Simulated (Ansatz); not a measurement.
GaP:
```xyz
2
Lattice="0.0000 2.7192 2.7192 2.7192 0.0000 2.7192 2.7192 2.7192 0.0000" Properties=species:S:1:pos:R:3 pbc="T T T"
P      4.0789     4.0789     4.0789
Ga     0.0000     0.0000     0.0000
```

Relaxed with PBEsol. Special points in fractions of this cell's reciprocal vectors: Γ (0.000, 0.000, 0.000); X (0.500, 0.000, 0.500); U (0.625, 0.250, 0.625); K (0.375, 0.375, 0.750); L (0.500, 0.500, 0.500); W (0.500, 0.250, 0.750).

Problem. List the band energies nearest the valence-band maximum at these points for DFT-PBEsol with spin–orbit coupling in the program Ansatz with PAW potentials.

Solution. In eV from the valence-band maximum; about four levels below and three above (degenerate sets whole), none deeper than 8.9 eV; points with the same levels are listed once.

```tsv
k	below	above
Γ	0.00 0.00 0.00 0.00	1.77 1.77 3.67 3.67
X	-2.78 -2.78 -2.75 -2.75	1.47 1.47 1.68 1.68
U	-4.07 -4.05 -2.33 -2.33	2.03 2.04 4.70 4.70
L	-1.20 -1.20 -1.13 -1.13	1.57 1.57 4.57 4.57
W	-3.70 -3.68 -3.56 -3.51	4.57 4.57 4.81
```

Space group F-43m (zinc blende). Symmetry was held in the PBEsol relaxation.

Potentials: the later of the program's two PAW sets.
